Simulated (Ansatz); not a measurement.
Ti₄P₃ in space group I-43d (No. 220; P on 12a, Ti on 16c), LDA in the plane-wave PAW code Ansatz, all energies at zero smearing, with the estimated change up to a 700 eV cutoff added, with one set of potentials and settings (totals compare only within such a set). Cell of 14 atoms (6 P, 8 Ti): -23976.427 eV.

```csv
element,reference phase,E (eV/atom)
P,"Cmce, 4 atoms in the cell",-725.9596
Ti,"P6/mmm, 3 atoms in the cell",-2450.3259
```

Formation energy per atom, worked out: (-23976.427 − 6×(-725.9596) − 8×(-2450.3259))/14 = -1.290 eV/atom (-124 kJ per mol of atoms), at 0 K, without zero-point energy or fitted corrections.

The workflow started from an entry of the Crystallography Open Database (COD). Its standing as an ambient phase is unchecked. The cell was relaxed with LDA under the symmetry of its start; of distortions, only those at the zone centre were tested. No spin polarisation was allowed. The references are the lowest solids computed at this level, not always the standard phases.

Potentials: the later of the program's two PAW sets.
